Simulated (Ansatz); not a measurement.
**SnSe2: do energies and stresses tell the same story?**

These are results of DFT PBEsol+D3(BJ), scalar-relativistic, plane waves, PAW (Ansatz 0.2.0), not measurements.

Plane waves to 420 eV, a k mesh through Γ of 12×12×6 on the computed 3-atom cell and Gaussian smearing (0.02 eV); no spin polarisation.

Relaxed cell: P-3m1, a = 3.790 Å, b = 3.790 Å, c = 5.768 Å, α = 90.00°, β = 90.00°, γ = 120.00°, 3 atoms in the primitive cell.

Energies at zero smearing and pressures from the stress tensor, at volumes with shape and atoms relaxed:
| V (Å³/atom) | E − E(first) (meV/atom) | P (GPa) |
| --- | --- | --- |
| 21.049 | 0.00 | 8.20 |
| 21.766 | -30.08 | 5.22 |
| 22.484 | -47.57 | 3.07 |
| 23.201 | -57.04 | 1.29 |
| 23.919 | -59.75 | -0.01 |
| 24.636 | -57.19 | -1.07 |
| 25.354 | -50.65 | -1.81 |
| 26.311 | -38.07 | -2.34 |

Problem. Check P = −dE/dV between neighbouring volumes, and get the bulk modulus from the pressures alone.

Solution. With 1 eV/Å³ = 160.2 GPa:
| middle V (Å³/atom) | −ΔE/ΔV (GPa) | mean P (GPa) |
| --- | --- | --- |
| 21.407 | 6.717 | 6.711 |
| 22.125 | 3.905 | 4.147 |
| 22.843 | 2.115 | 2.181 |
| 23.560 | 0.605 | 0.639 |
| 24.278 | -0.572 | -0.542 |
| 24.995 | -1.461 | -1.440 |
| 25.832 | -2.106 | -2.072 |

The two differ by 0.24 GPa at most. The mean of two end pressures misses the average over a step by about ΔV² P″/12, up to 0.06 GPa here; with that taken off 0.18 GPa remains, from the smearing term (the stress is the derivative of the free energy), the finite cutoff, the mesh or the relaxation's tolerance. Around V = 23.919 Å³/atom, the two neighbours give B = −V ΔP/ΔV = 23.919 × 2.36 / 1.435 = 39.4 GPa, against B0 = 38.4 GPa from the Birch–Murnaghan fit of the energies.

Cost: 9 runs of about 11 core-minutes in all, on Intel Xeon Platinum 8259CL (Skylake/Cascade Lake) (shared hosts).